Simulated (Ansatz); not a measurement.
Computed properties of ZrSn3O8 (tetragonal HfO2 sites, Pmm2)

All numbers come from Ansatz 0.2.0. The calculation is non-magnetic, and the structure need not be a phase that has been made.

Structure: a 12-atom cell of ZrSn3O8 built on tetragonal HfO2 (relaxed group Pmm2), at its r2SCAN minimum. The symmetry is Pmm2 (No. 25, orthorhombic); conventional cell a = 3.516 Å, b = 7.236 Å, c = 5.395 Å, 11.44 Å³ an atom. Around Zr lie 8 O at 2.01–2.46 Å; around Sn lie 8 O at 2.02–2.55 Å; around O lie 3 Sn at 2.01–2.44 Å and 1 Zr at 2.08 Å; around O lie 2 Sn at 2.04 Å and 2 Zr at 2.46 Å; around O lie 2 Zr at 2.01 Å and 2 Sn at 2.50 Å; around O lie 3 Sn at 2.02–2.58 Å and 1 Zr at 2.45 Å; around Sn lie 8 O at 2.01–2.58 Å; around O lie 4 Sn at 2.03–2.45 Å (further sites aren't listed).

```xyz
12
Lattice="3.5161 0.0000 0.0000 0.0000 7.2359 0.0000 0.0000 0.0000 5.3949" Properties=species:S:1:pos:R:3 pbc="T T T"
Zr    1.7580    0.0000    2.7150
Sn    0.0000    5.4355    0.0323
O     1.7580    5.4089    1.7231
O     0.0000    0.0000    1.0012
O     0.0000    0.0000    3.6864
O     1.7580    5.4782    4.4271
Sn    1.7580    3.6180    2.6384
Sn    0.0000    1.8004    0.0323
O     1.7580    1.8271    1.7231
O     0.0000    3.6180    0.9332
O     0.0000    3.6180    3.6356
O     1.7580    1.7577    4.4271
```

Relaxed lattice by functional, symmetry kept:

| functional | k mesh | a (Å) | b (Å) | c (Å) | volume (Å³/atom) |
| --- | --- | --- | --- | --- | --- |
| PBE | 8×4×6 | 3.538 | 7.346 | 5.488 | 11.89 |
| r2SCAN | 6×4×4 | 3.516 | 7.236 | 5.395 | 11.44 |
| PBEsol | 6×4×4 | 3.517 | 7.242 | 5.367 | 11.39 |

Gaps on the r2SCAN cell, each the least over its mesh and the special points:

| level | k mesh | gap (eV) | kind | edges | least direct gap (eV) |
| --- | --- | --- | --- | --- | --- |
| PBE | 8×4×6 | 1.82 | indirect | Z → Γ | 1.88 |
| PBE+SOC | 8×4×6 | 1.83 | indirect | Z → Γ | 1.88 |
| r2SCAN | 8×4×6 | 2.40 | indirect | X → Γ | 2.46 |
| HSE06 | 4×2×4 | 3.28 | indirect | X → Γ | 3.43 |
| PBE0 | 4×2×4 | 4.00 | indirect | X → Γ | 4.14 |

PBE: smearing of 0.02 eV; the others have fixed occupations.
Wave cutoffs: 420 eV, 500 eV (r2SCAN).

With HSE06 the valence top lies at X and the conduction bottom at Γ, 3.28 eV higher; the smallest vertical gap, at Γ, is 3.43 eV. Spin-orbit coupling changes the PBE gap by 0.00 eV, to 1.83 eV.

r2SCAN covers 40 % of the step from PBE to HSE06. For gaps to 0.1 eV, spin-orbit coupling (up to 0.01 eV here) can be left out. All these functionals give a gap of the same kind, indirect.

On the PBEsol cell (a = 3.517 Å, b = 7.242 Å, c = 5.367 Å), with PBEsol: One optical level at Γ is imaginary (38i cm⁻¹, printed negative). By the program's warning the force constants, and with them frequencies and ε⁰, aren't converged on this mesh, so whether the cell is unstable needs a finer one. The electronic dielectric tensor ε∞ is 5.62, 5.47 and 5.22 along x, y and z. Born charges, averaged over directions: Zr +5.28, Sn +4.46 to +4.49, O -2.73 to -2.21 e. The program notes that the ground state's band table doesn't vouch for all the bands that the response reads.

Only the levels marked +SOC include spin-orbit coupling.

The meshes of the hybrids are coarse, so their gaps aren't converged to the digits shown.
